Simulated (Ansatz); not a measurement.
CdNi$_{3}$N:
```
CdNi3N
1.0
    3.79718     0.00000     0.00000
    0.00000     3.79718     0.00000
    0.00000     0.00000     3.79718
Cd Ni N
1 3 1
Direct
  0.00000   0.00000   0.00000
  0.00000   0.50000   0.50000
  0.50000   0.00000   0.50000
  0.50000   0.50000   0.00000
  0.50000   0.50000   0.50000
```

Relaxed with PBEsol. Special points in fractions of this cell's reciprocal vectors: Γ (0.000, 0.000, 0.000); X (0.000, 0.500, 0.000); M (0.500, 0.500, 0.000); R (0.500, 0.500, 0.500).

Q: List the band energies nearest the Fermi level at these points for DFT-PBEsol in the program Ansatz with PAW potentials.

A: In eV from the Fermi level; about four levels below and three above (degenerate sets whole), none deeper than 8.9 eV; points with the same levels are listed once.

```
k                          below                above
-  -----------------------------  -------------------
Γ        -0.64 -0.64 -0.64 -0.41  1.44 3.86 3.86 3.86
X        -0.98 -0.64 -0.54 -0.54  1.65 2.43 5.30 5.30
M        -1.04 -0.20 -0.15 -0.15       0.12 4.02 4.02
R  -0.92 -0.92 -0.61 -0.61 -0.61       1.09 1.09 1.09
```

Space group Pm-3m (anti-perovskite). The workflow started from an entry of the Crystallography Open Database (COD). Whether it is the stable phase at ambient conditions was not checked. The PBEsol relaxation kept the symmetry of its start; whether a distortion lowers the energy is not shown. The workflow began spin-polarised and lost its moments. Spin–orbit coupling is left out wherever it is not named.

Potentials: the later of the program's two PAW sets.
